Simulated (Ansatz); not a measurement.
# Bands of Zr₃Cd₂

```
Zr Cd
1.0
     5.30000    0.00000    0.00000
     0.00000    6.52000    0.00000
     0.00000    0.00000    7.86000
Zr Cd
3 2
Direct
  0.00000 0.00000 0.50000
  0.50000 0.00000 0.00000
  0.00000 0.00000 0.00000
  0.50000 0.50000 0.50000
  0.50000 0.00000 0.50000
```

Atom numbers follow the list: Zr1, Zr2, Zr3, Cd4, Cd5.

The geometry is COD entry 2106134, unchecked; take it as a test cell.

Computed with DFT, PBE, all-electron LAPW, scalar-relativistic (Ansatz 0.2.0).

The runs use a Γ-centred 5×5×4 k mesh, Fermi–Dirac smearing of 0.05 eV, basis error target 1 meV/atom, no spin polarisation.

Points in fractions of the reciprocal vectors of this cell: Γ (0, 0, 0), X (0.5, 0, 0), S (0.5, 0.5, 0), Y (0, 0.5, 0), Z (0, 0, 0.5), U (0.5, 0, 0.5), R (0.5, 0.5, 0.5), T (0, 0.5, 0.5). The path joins them by straight lines in the order Γ–X–S–Y–Γ–Z–U–R–T; legs that retrace an earlier one aren't tabulated. Energies are in eV from the Fermi level.

(1) List the levels at S between -8 and 1 eV.

(2) List the levels at T between -8 and 1 eV.

(3) List the levels at U between -8 and 1 eV.

(4) What is the band gap?

Results:

(1) -3.16, -2.78, -1.74, -0.90, -0.56, -0.11, 0.07, 0.17, 0.18, 0.42, 0.55, 0.68, 0.78, 0.87, 0.89.

(2) -4.15, -2.95, -2.57, -1.39, -1.30, -1.17, -0.10, -0.04, 0.17, 0.30, 0.41, 0.55, 0.88.

(3) -3.68, -1.78, -1.35, -0.98, -0.59, -0.33, -0.32, -0.08, 0.10, 0.28, 0.40, 0.74, 0.79, 0.80, 0.92.

(4) None at this level of theory (metallic, semimetallic, or a small gap that the functional closes).
